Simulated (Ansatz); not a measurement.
**LaC2 in the CaC2-type structure**

Level of theory: DFT, PBEsol, scalar-relativistic, no spin polarisation; plane waves to 420 eV with PAW datasets (Ansatz 0.2.0), 12×12×12 k-mesh, Gaussian smearing of 0.05 eV. The datasets are Ansatz's generated set soft_2.

```yaml
crystal:
  lattice:
    - [-1.94594, 1.94594, 3.26302]
    - [1.94594, -1.94594, 3.26302]
    - [1.94594, 1.94594, -3.26302]
  atoms:
    - { symbol: La, position: [0.00000, 0.00000, 0.00000] }
    - { symbol: C, position: [0.40081, 0.40081, 0.00000] }
    - { symbol: C, position: [0.59919, 0.59919, 0.00000] }
```

The start was a prototype's sites filled with these elements; the Crystallography Open Database holds the compound in this structure.

The cell is relaxed to zero pressure at this level.

The cell has space group I4/mmm (read at 0.01 Å). In it the stress is 0.03, 0.03, 0.01, 0.00, 0.00, 0.00 GPa and the largest force component 0.001 eV/Å. Each change below starts from this cell, without further relaxation. Stress is in GPa, positive in compression, in the order xx, yy, zz, yz, xz, xy; energies are counted from the cell above and are free energies with the smearing's entropy, which match forces and stress in a metal.

What happens when atom 1 (La) is moved by 0.02 Å along y?

The energy changes by 1.2 meV per cell, and the force on it along the shift is -0.123 eV/Å (−F/u = 6.17 eV/Å²). Stress: 0.05, 0.03, 0.01, 0.00, 0.00, 0.00.
| atom | Fx (eV/Å) | Fy | Fz |
| --- | --- | --- | --- |
| La1 | 0.000 | -0.123 | 0.000 |
| C2 | 0.000 | 0.062 | -0.002 |
| C3 | 0.000 | 0.062 | 0.002 |
In a harmonic crystal the energy would rise by −½F·u = ½ × 6.17 × 0.02² eV = 1.2 meV, which matches.

A single strain component, atoms carried along, gave the stress 2.87, 2.08, 0.59, 0.00, 0.00, 0.00. Which component, and about how large?

An engineering strain of -2 % in xx; the energy changes by 8.8 meV per cell.

For elements this heavy, spin–orbit coupling would shift levels and gaps; it isn't included here. The cell is a metal with an odd number of electrons, and spin polarisation wasn't tried.
